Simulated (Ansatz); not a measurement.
## Data sheet: BaSi₂ (DFT)

BaSi2:
```xyz
3
Lattice="4.0886 0.0000 0.0000 -2.0443 3.5408 0.0000 0.0000 0.0000 5.0020" Properties=species:S:1:pos:R:3 pbc="T T T"
Si     0.0000     2.3605     2.5010
Si     2.0443     1.1803     2.5010
Ba     0.0000     0.0000     0.0000
```

Space group P6/mmm (No. 191); conventional cell a = 4.089 Å, b = 4.089 Å, c = 5.002 Å, α = 90.00°, β = 90.00°, γ = 120.00°.

Method: PBEsol (plane waves, PAW; program Ansatz). Structure relaxed to zero pressure with the same functional. Other levels are named where they apply.

**Cell and energy**

- Volume per atom: 24.14 Å³
- Density: 4.44 g/cm³
- Formation energy from the elements (no fitted shifts): -415 meV/atom

**Electronic structure**

Electronic character: metallic (no gap)
Density of states at the Fermi level: 0.64 states/eV per atom (mean over ±0.08 eV)
Gap with spin–orbit coupling: none (metallic)

**Mechanics**

- Bulk modulus (Birch–Murnaghan fit): 53.6 GPa
- Pressure derivative B′: 5.4
- Elastic constants (relaxed ions, GPa): C11 = 83.8, C12 = 54.1, C13 = 32.6, C33 = 100, C44 = 50.5
- Mechanical stability: stable (all eigenvalues of C positive)
- Hill bulk and shear moduli: 56.3 and 28.9 GPa
- Young's modulus: 73.9 GPa
- Poisson's ratio: 0.28
- Debye temperature from the elastic constants: 293 K

**Charges**

- Bader charges: Si -0.50, Ba +1.01 e

The workflow started from an entry of the Crystallography Open Database (COD), which files this formula under 2 space groups. Whether it is the stable phase at ambient conditions was not checked. The PBEsol relaxation kept the symmetry of its start; whether a distortion lowers the energy is not shown. As this level gives no gap, shear constants depend on the k-mesh and smearing (Fermi–Dirac, 0.1 eV here). On the denser mesh and wider smearing of the elastic run this cell carries a stress of 0.5 GPa. The references are the lowest solids computed at this level, not always the standard phases. Spin–orbit coupling is left out wherever it is not named.

Potentials: the later of the program's two PAW sets.
